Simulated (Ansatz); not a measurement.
ZnS:
```
CELL_PARAMETERS angstrom
      4.73290     0.00000     0.00000
      0.00000     4.73290     0.00000
      0.00000     0.00000     4.06940
ATOMIC_POSITIONS crystal
  Zn 0.50000 0.00000 0.06433
  Zn 0.00000 0.50000 0.93567
  S  0.00000 0.00000 0.00000
  S  0.50000 0.50000 0.00000
```

Relaxed with r²SCAN+D4. Special points in fractions of this cell's reciprocal vectors: Γ (0.000, 0.000, 0.000); X (0.000, 0.500, 0.000); M (0.500, 0.500, 0.000); Z (0.000, 0.000, 0.500); R (0.000, 0.500, 0.500); A (0.500, 0.500, 0.500).

Question: List the band energies nearest the Fermi level at these points for r²SCAN+D4 (plane waves, PAW; program Ansatz).

Answer: In eV from the Fermi level; about four levels below and three above (degenerate sets whole), none deeper than 8.9 eV; points with the same levels are listed once.

| k | below | above |
|---|---|---|
| Γ | -1.88 -1.88 -0.90 -0.56 | 1.07 4.96 6.97 |
| X | -3.60 -3.60 -1.35 -1.35 | 3.60 3.60 5.77 5.77 |
| M | -5.95 -5.95 -1.07 -1.07 | 0.21 0.21 4.53 4.53 |
| Z | -1.77 -1.77 -1.51 -0.26 | 2.38 4.58 5.42 |
| R | -3.44 -3.44 -2.72 -2.72 | 3.37 3.37 4.74 4.74 |
| A | -5.64 -5.64 -2.24 -2.24 | 0.28 0.28 1.48 1.48 |

Space group P4/nmm. The cell is a constructed one: a structure type filled with these elements; neither database checked (COD, Materials Project) lists it. It is not the phase usual at ambient conditions (space group No. 186, 216). The r²SCAN+D4 relaxation kept the symmetry of its start; whether a distortion lowers the energy is not shown.

Potentials: the earlier of the program's two PAW sets. The files were generated under PBE; for other functionals the program regenerates the frozen cores, and for LDA and PBEsol the local potential too.
